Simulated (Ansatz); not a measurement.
A relaxation computed with Ansatz, from input to last step.

```yaml
crystal:
  lattice:
    - [5.153843086, 0.0, 0.0]
    - [-2.576921543, 4.4633590396, 0.0]
    - [0.0, 0.0, 9.5409030485]
  atoms:
    - { symbol: Ti, position: [0.6683003349, 1.0050531805, 0.1190317973] }
    - { symbol: Ti, position: [-0.0050531805, 0.6632471545, 0.1190317973] }
    - { symbol: Ti, position: [0.3367528455, 0.3316996651, 0.1190317973] }
    - { symbol: Ti, position: [1.0050531805, 0.6683003349, 0.6190317973] }
    - { symbol: Ti, position: [0.6632471545, -0.0050531805, 0.6190317973] }
    - { symbol: Ti, position: [0.3316996651, 0.3367528455, 0.6190317973] }
    - { symbol: Ti, position: [0.3316996651, -0.0050531805, 0.8809682027] }
    - { symbol: Ti, position: [1.0050531805, 0.3367528455, 0.8809682027] }
    - { symbol: Ti, position: [0.6632471545, 0.6683003349, 0.8809682027] }
    - { symbol: Ti, position: [-0.0050531805, 0.3316996651, 0.3809682027] }
    - { symbol: Ti, position: [0.3367528455, 1.0050531805, 0.3809682027] }
    - { symbol: Ti, position: [0.6683003349, 0.6632471545, 0.3809682027] }
    - { symbol: O, position: [0.3333333333, 0.6666666667, 0.75] }
    - { symbol: O, position: [0.6666666667, 0.3333333333, 0.25] }
basis:
  ecutwfc: 500
kpoints:
  mp_grid: { grid: [12, 12, 4] }
hamiltonian:
  xc: r2scan
scf:
  occupations: { method: gaussian, width: 0.1 }
output:
  forces: true
  stress: true
  eigenvalues: true
relax:
  adjacent_minimum: "off"
  f_tol: 0.01
  max_steps: 30
  cell: { stress_tol: 0.1, fix: [volume] }
```

```bash
ansatz run input.yaml --threads 4 --pin off --max-ram 10240MiB --backend cpu --events-out ev --progress --plain --runs-dir out
```

These are results of Ansatz 0.2.0, DFT r2SCAN, scalar-relativistic, plane waves, PAW, not measurements.

The volume is held at 1.03 times that of the relaxed cell.

Of 5 frames 4 are shown, positions in Å and forces in eV/Å; the SCF threshold varies from step to step. Steps run on the plane waves of an earlier cell, with a Pulay correction in the pressure. The basis is chosen afresh for the last frame, the zero of the energies, and at times for earlier ones too; energy and pressure can step there, also at an unchanged geometry. Where two frames share a geometry here, they differ by under 2 meV/atom and 0.3 GPa. The mark taken_back stands on steps that the optimiser undid.

```xyz
14
Lattice="5.1538 0.0000 0.0000 -2.5769 4.4634 0.0000 0.0000 0.0000 9.5409" Properties=species:S:1:pos:R:3:forces:R:3 pbc="T T T" step=1 free_energy_over_end_meV_per_atom=0.28 pressure_GPa=-4.13
Ti    0.8544    4.4859    1.1357   -0.0518    0.0959    0.0092
Ti   -1.7352    2.9603    1.1357   -0.0572   -0.0928    0.0092
Ti    0.8808    1.4805    1.1357    0.1089   -0.0031    0.0092
Ti    3.4577    2.9829    5.9061    0.1089    0.0031    0.0092
Ti    3.4313   -0.0226    5.9061   -0.0518   -0.0959    0.0092
Ti    0.8417    1.5030    5.9061   -0.0572    0.0928    0.0092
Ti    1.7226   -0.0226    8.4052    0.0518   -0.0959   -0.0092
Ti    4.3121    1.5030    8.4052    0.0572    0.0928   -0.0092
Ti    1.6961    2.9829    8.4052   -0.1089    0.0031   -0.0092
Ti   -0.8808    1.4805    3.6348   -0.1089   -0.0031   -0.0092
Ti   -0.8544    4.4859    3.6348    0.0518    0.0959   -0.0092
Ti    1.7352    2.9603    3.6348    0.0572   -0.0928   -0.0092
O     0.0000    2.9756    7.1557    0.0000    0.0000    0.0000
O     2.5769    1.4878    2.3852    0.0000    0.0000    0.0000
14
Lattice="5.1580 0.0000 0.0000 -2.5790 4.4670 0.0000 0.0000 0.0000 9.5254" Properties=species:S:1:pos:R:3:forces:R:3 pbc="T T T" step=2 free_energy_over_end_meV_per_atom=0.35 pressure_GPa=-3.76 taken_back
Ti    0.8511    4.5004    1.1286    0.0457   -0.0792    0.0534
Ti   -1.7440    2.9539    1.1286    0.0458    0.0792    0.0534
Ti    0.8929    1.4797    1.1286   -0.0915    0.0000    0.0534
Ti    3.4719    2.9873    5.8913   -0.0915    0.0000    0.0534
Ti    3.4301   -0.0334    5.8913    0.0457    0.0792    0.0534
Ti    0.8350    1.5131    5.8913    0.0458   -0.0792    0.0534
Ti    1.7279   -0.0334    8.3967   -0.0457    0.0792   -0.0534
Ti    4.3230    1.5131    8.3967   -0.0458   -0.0792   -0.0534
Ti    1.6861    2.9873    8.3967    0.0915    0.0000   -0.0534
Ti   -0.8929    1.4797    3.6341    0.0915    0.0000   -0.0534
Ti   -0.8511    4.5004    3.6341   -0.0457   -0.0792   -0.0534
Ti    1.7440    2.9539    3.6341   -0.0458    0.0792   -0.0534
O     0.0000    2.9780    7.1440    0.0000    0.0000    0.0000
O     2.5790    1.4890    2.3813    0.0000    0.0000    0.0000
14
Lattice="5.1550 0.0000 0.0000 -2.5775 4.4643 0.0000 0.0000 0.0000 9.5368" Properties=species:S:1:pos:R:3:forces:R:3 pbc="T T T" step=3 free_energy_over_end_meV_per_atom=0.01 pressure_GPa=-3.95
Ti    0.8527    4.4923    1.1338   -0.0040    0.0060    0.0148
Ti   -1.7393    2.9566    1.1338   -0.0032   -0.0065    0.0148
Ti    0.8866    1.4797    1.1338    0.0072    0.0004    0.0148
Ti    3.4641    2.9846    5.9022    0.0072   -0.0004    0.0148
Ti    3.4301   -0.0280    5.9022   -0.0040   -0.0060    0.0148
Ti    0.8382    1.5077    5.9022   -0.0032    0.0065    0.0148
Ti    1.7248   -0.0280    8.4030    0.0040   -0.0060   -0.0148
Ti    4.3168    1.5077    8.4030    0.0032    0.0065   -0.0148
Ti    1.6908    2.9846    8.4030   -0.0072   -0.0004   -0.0148
Ti   -0.8866    1.4797    3.6346   -0.0072    0.0004   -0.0148
Ti   -0.8527    4.4923    3.6346    0.0040    0.0060   -0.0148
Ti    1.7393    2.9566    3.6346    0.0032   -0.0065   -0.0148
O     0.0000    2.9762    7.1526    0.0000    0.0000    0.0000
O     2.5775    1.4881    2.3842    0.0000    0.0000    0.0000
14
Lattice="5.1551 0.0000 0.0000 -2.5775 4.4644 0.0000 0.0000 0.0000 9.5363" Properties=species:S:1:pos:R:3:forces:R:3 pbc="T T T" step=5 free_energy_over_end_meV_per_atom=0.00 pressure_GPa=-3.94
Ti    0.8526    4.4926    1.1343   -0.0010    0.0015    0.0072
Ti   -1.7394    2.9565    1.1343   -0.0008   -0.0017    0.0072
Ti    0.8869    1.4798    1.1343    0.0018    0.0001    0.0072
Ti    3.4644    2.9846    5.9025    0.0018   -0.0001    0.0072
Ti    3.4301   -0.0282    5.9025   -0.0010   -0.0015    0.0072
Ti    0.8381    1.5079    5.9025   -0.0008    0.0017    0.0072
Ti    1.7250   -0.0282    8.4019    0.0010   -0.0015   -0.0072
Ti    4.3170    1.5079    8.4019    0.0008    0.0017   -0.0072
Ti    1.6907    2.9846    8.4019   -0.0018   -0.0001   -0.0072
Ti   -0.8869    1.4798    3.6338   -0.0018    0.0001   -0.0072
Ti   -0.8526    4.4926    3.6338    0.0010    0.0015   -0.0072
Ti    1.7394    2.9565    3.6338    0.0008   -0.0017   -0.0072
O     0.0000    2.9763    7.1522    0.0000    0.0000    0.0000
O     2.5775    1.4881    2.3841    0.0000    0.0000    0.0000
```

Time: 3.5 min on 4 threads of Intel(R) Xeon(R) Platinum 8488C (Sapphire Rapids) (shared host), peak memory 2.2 GiB.

Spin polarisation was left out, and a magnetic state may lie lower.